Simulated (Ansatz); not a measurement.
# Stability checks on a candidate for MoW₂

The structure comes from a generated guess, relaxed at this level; another structure or a mixture of phases may lie lower.

Computed with Ansatz, DFT PBE, scalar-relativistic, plane waves, PAW. Plane waves to 420 eV, a 12×12×16 mesh through Γ for the 3-atom cell and 0.10 eV Gaussian smearing; no spin polarisation.

```cif
data_structure
_symmetry_space_group_name_H-M 'P-3m1'
_symmetry_Int_Tables_number 164
_cell_length_a 4.4912
_cell_length_b 4.4912
_cell_length_c 2.7510
_cell_angle_alpha 90.000
_cell_angle_beta 90.000
_cell_angle_gamma 120.000
_cell_volume 48.06
loop_
_atom_site_label
_atom_site_type_symbol
_atom_site_symmetry_multiplicity
_atom_site_Wyckoff_symbol
_atom_site_fract_x
_atom_site_fract_y
_atom_site_fract_z
_atom_site_occupancy
Mo1 Mo 1 a 0.00000 0.00000 0.00000 1
W1 W 2 d 0.66667 0.33333 0.33135 1
```

Formation energies are uncorrected and refer to the elements' standard structures at the same level.

Problem. These tests were run: energy against the elements; phonons on a 2×2×4 q mesh; elastic tensor. What do they show?

Solution.

| test | result |
| --- | --- |
| energy against the elements | 0.00 eV/atom |
| phonons on a 2×2×4 q mesh | no imaginary mode on the mesh |
| elastic tensor | least eigenvalue 126 GPa |

It fails none of these tests outright. Whether a mixture of other phases lies lower isn't tested here. Undecided within the accuracy: energy against the elements.

The k mesh leaves some 4 meV/atom of noise in the energy of each metallic cell. Spin–orbit coupling, which can matter for W, is left out. The run for the phonons used a 12×12×16 k mesh and Fermi–Dirac smearing of 0.15 eV. The run for the elastic tensor used a 12×12×16 k mesh and Fermi–Dirac smearing of 0.15 eV.
